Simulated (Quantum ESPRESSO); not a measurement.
# Ti3Ta2AuRh2: input and log of a self-consistent run

Simulated, not a measurement. The program is pw.x of Quantum ESPRESSO 7.5 (plane-wave density functional theory). The cell is made up: eight metal atoms on a hexagonal close-packed lattice, with elements, volume, strain and displacements drawn at random and not relaxed, so it may be unstable or far from any real phase. PseudoDojo standard norm-conserving files set the functional (PBE unless stated); there is no spin polarisation or spin-orbit coupling, the Fermi-Dirac width of 0.25 eV means electrons at about 2900 K, and the masses in the input are unused placeholders. Heavy elements are run without spin-orbit coupling, which real alloys of them have. A spin test at this wide smearing found no moment, but such smearing suppresses magnetism that the real alloy may have.

Input:

```
&control calculation='scf', pseudo_dir='./dojo.nc.sr.pbe.v0_5.standard.upf', outdir='./o', disk_io='minimal', tprnfor=.true., tstress=.true. /
&system ibrav=0, nat=8, ntyp=4, nbnd=75, ecutwfc=87.97787729, nosym=.true., tot_charge=0,
 occupations='smearing', smearing='fd', degauss=0.0183746611
/
&electrons conv_thr=1.470e-08, electron_maxstep=70, mixing_beta=0.5 /
ATOMIC_SPECIES
Au 1.0 Au.upf
Rh 1.0 Rh.upf
Ta 1.0 Ta.upf
Ti 1.0 Ti.upf
CELL_PARAMETERS angstrom
0.0 0.0 4.719
5.6306 0.0 0.0
-2.8153 4.8763 0.0
ATOMIC_POSITIONS angstrom
Ti -0.0723 -0.0488 -0.0226
Ti -1.4135 2.4914 -0.0582
Ta 2.7754 0.0903 -0.0045
Au 1.3448 2.5399 0.0884
Rh -0.0766 1.6293 2.3649
Rh -1.3728 4.0587 2.3465
Ti 2.7795 1.6309 2.2721
Ta 1.4649 4.0333 2.4165
K_POINTS automatic
5 5 5 1 1 1
```

The log is shortened where brackets say so; the opening notice, blank lines, dates and the lines on written files are dropped, and the path of the files is cut. It prints rydbergs, bohrs and kilobars, and counts compression as positive stress. Its total energy is the free energy E - TS of the whole cell.

```
     Program PWSCF v.7.5
     Parallel version (MPI & OpenMP), running on       4 processor cores
     Number of MPI processes:                 4
     Threads/MPI process:                     1
     [start-up lines left out]
     bravais-lattice index     =            0
     lattice parameter (alat)  =       8.9176  a.u.
     unit-cell volume          =     874.3628 (a.u.)^3
     number of atoms/cell      =            8
     number of atomic types    =            4
     number of electrons       =       115.00
     number of Kohn-Sham states=           75
     kinetic-energy cutoff     =      87.9779  Ry
     charge density cutoff     =     351.9115  Ry
     scf convergence threshold =      1.5E-08
     mixing beta               =       0.5000
     number of iterations used =            8  plain     mixing
     Exchange-correlation= PBE
                           (   1   4   3   4   0   0   0)
     [axes and pseudopotential details left out]
   Cartesian axes
     site n.     atom                  positions (alat units)
         1        Ti     tau(   1) = (  -0.0153210  -0.0103412  -0.0047892  )
         2        Ti     tau(   2) = (  -0.2995338   0.5279508  -0.0123331  )
         3        Ta     tau(   3) = (   0.5881331   0.0191354  -0.0009536  )
         4        Au     tau(   4) = (   0.2849756   0.5382284   0.0187328  )
         5        Rh     tau(   5) = (  -0.0162323   0.3452638   0.5011443  )
         6        Rh     tau(   6) = (  -0.2909091   0.8600763   0.4972452  )
         7        Ti     tau(   7) = (   0.5890019   0.3456029   0.4814791  )
         8        Ta     tau(   8) = (   0.3104259   0.8546938   0.5120788  )
     number of k points=    63  Fermi-Dirac smearing, width (Ry)=  0.0184
                       cart. coord. in units 2pi/alat
        k(    1) = (   0.0838099   0.1451613   0.1000000), wk =   0.0320000
        k(    2) = (   0.0838099   0.3387097   0.1000000), wk =   0.0320000
     [further k points left out]
     Dense  grid:    97361 G-vectors     FFT dimensions: (  54,  64,  64)
     Estimated max dynamical RAM per process >     406.36 MB
     Estimated total dynamical RAM >       1.52 GB
     Initial potential from superposition of free atoms
     starting charge     114.9920, renormalised to     115.0000
     Starting wfcs are   80 randomized atomic wfcs
     total cpu time spent up to now is        5.1 secs
     per-process dynamical memory:   320.2 Mb
     Self-consistent Calculation
     iteration #  1     ecut=    87.98 Ry     beta= 0.50
     Davidson diagonalization with overlap
     ethr =  1.00E-02,  avg # of iterations =  2.5
     total cpu time spent up to now is       16.8 secs
     total energy              =   -1380.34471466 Ry
     estimated scf accuracy    <       3.37865089 Ry
     iteration #  2     ecut=    87.98 Ry     beta= 0.50
     Davidson diagonalization with overlap
     ethr =  2.94E-03,  avg # of iterations =  3.4
     total cpu time spent up to now is       29.7 secs
     total energy              =   -1381.05705200 Ry
     estimated scf accuracy    <      14.29341624 Ry
     iteration #  3     ecut=    87.98 Ry     beta= 0.50
     Davidson diagonalization with overlap
     ethr =  2.94E-03,  avg # of iterations =  2.3
     total cpu time spent up to now is       40.6 secs
     total energy              =   -1382.15379932 Ry
     estimated scf accuracy    <       1.28984551 Ry
     iteration #  4     ecut=    87.98 Ry     beta= 0.50
     Davidson diagonalization with overlap
     ethr =  1.12E-03,  avg # of iterations =  2.2
     total cpu time spent up to now is       50.6 secs
     total energy              =   -1382.24699061 Ry
     estimated scf accuracy    <       0.40587480 Ry
     iteration #  5     ecut=    87.98 Ry     beta= 0.50
     Davidson diagonalization with overlap
     ethr =  3.53E-04,  avg # of iterations =  3.4
     total cpu time spent up to now is       61.2 secs
     total energy              =   -1382.26205592 Ry
     estimated scf accuracy    <       0.19483183 Ry
     [iterations 6 to 14 left out]
     iteration # 15     ecut=    87.98 Ry     beta= 0.50
     Davidson diagonalization with overlap
     ethr =  6.85E-10,  avg # of iterations =  2.0
     total cpu time spent up to now is      171.5 secs
     total energy              =   -1382.29644101 Ry
     estimated scf accuracy    <       0.00000018 Ry
     iteration # 16     ecut=    87.98 Ry     beta= 0.50
     Davidson diagonalization with overlap
     ethr =  1.58E-10,  avg # of iterations =  2.1
     total cpu time spent up to now is      181.5 secs
     total energy              =   -1382.29644102 Ry
     estimated scf accuracy    <       0.00000006 Ry
     iteration # 17     ecut=    87.98 Ry     beta= 0.50
     Davidson diagonalization with overlap
     ethr =  5.59E-11,  avg # of iterations =  2.5
     total cpu time spent up to now is      191.9 secs
     total energy              =   -1382.29644102 Ry
     estimated scf accuracy    <       0.00000007 Ry
     iteration # 18     ecut=    87.98 Ry     beta= 0.50
     Davidson diagonalization with overlap
     ethr =  5.59E-11,  avg # of iterations =  1.9
     total cpu time spent up to now is      201.4 secs
     total energy              =   -1382.29644103 Ry
     estimated scf accuracy    <       0.00000007 Ry
     iteration # 19     ecut=    87.98 Ry     beta= 0.50
     Davidson diagonalization with overlap
     ethr =  5.59E-11,  avg # of iterations =  1.0
     total cpu time spent up to now is      210.2 secs
     End of self-consistent calculation
     [lines on levels left out]
!    total energy              =   -1382.29644103 Ry
     estimated scf accuracy    <          5.4E-09 Ry
     smearing contrib. (-TS)   =      -0.14429320 Ry
     internal energy E=F+TS    =   -1382.15214783 Ry
     The total energy is F=E-TS. E is the sum of the following terms:
     one-electron contribution =    -377.04170272 Ry
     hartree contribution      =     247.90269949 Ry
     xc contribution           =    -239.51737144 Ry
     ewald contribution        =   -1013.49577315 Ry
     convergence has been achieved in  19 iterations
     Forces acting on atoms (cartesian axes, Ry/au):
     atom    1 type  4   force =     0.03702082    0.05800461    0.01566929
     atom    2 type  4   force =     0.02069442    0.00120214   -0.00297853
     atom    3 type  3   force =    -0.01894908   -0.00546931   -0.00506452
     atom    4 type  1   force =    -0.00009167   -0.05444199   -0.02521689
     atom    5 type  2   force =    -0.00071198   -0.01943190    0.00197219
     atom    6 type  2   force =    -0.02192069    0.00618413    0.00072623
     atom    7 type  4   force =     0.00671967   -0.00848461    0.02496300
     atom    8 type  3   force =    -0.02276149    0.02243693   -0.01007077
     Total force =     0.110445     Total SCF correction =     0.000231
     Computing stress (Cartesian axis) and pressure
          total   stress  (Ry/bohr**3)                   (kbar)     P=       45.92
   0.00016295  -0.00014431   0.00002357           23.97      -21.23        3.47
  -0.00014431   0.00054167   0.00000692          -21.23       79.68        1.02
   0.00002357   0.00000692   0.00023185            3.47        1.02       34.11
     init_run     :      4.84s CPU      5.02s WALL (       1 calls)
     electrons    :    201.08s CPU    205.10s WALL (       1 calls)
     forces       :      1.89s CPU      1.89s WALL (       1 calls)
     stress       :      6.54s CPU      6.67s WALL (       1 calls)
     [timing details left out]
     PWSCF        :   3m34.45s CPU   3m38.80s WALL
     JOB DONE.
```

In other units: free energy -18807.101 eV for the cell, pressure 4.59 GPa, largest force component 1.491 eV/Å in size. The run took 220 s of wall time with four MPI processes on a shared machine (AMD EPYC, Zen 5, virtual cores), so the time is rough. A rerun of this cell at a higher cutoff and on a denser mesh moved values by no more than 0.002 eV in energy, 0.05 GPa in stress and 0.004 eV/Å in force, and a second program with other atomic files agreed on that cell to 2 % rms in force and 0.5 GPa in pressure.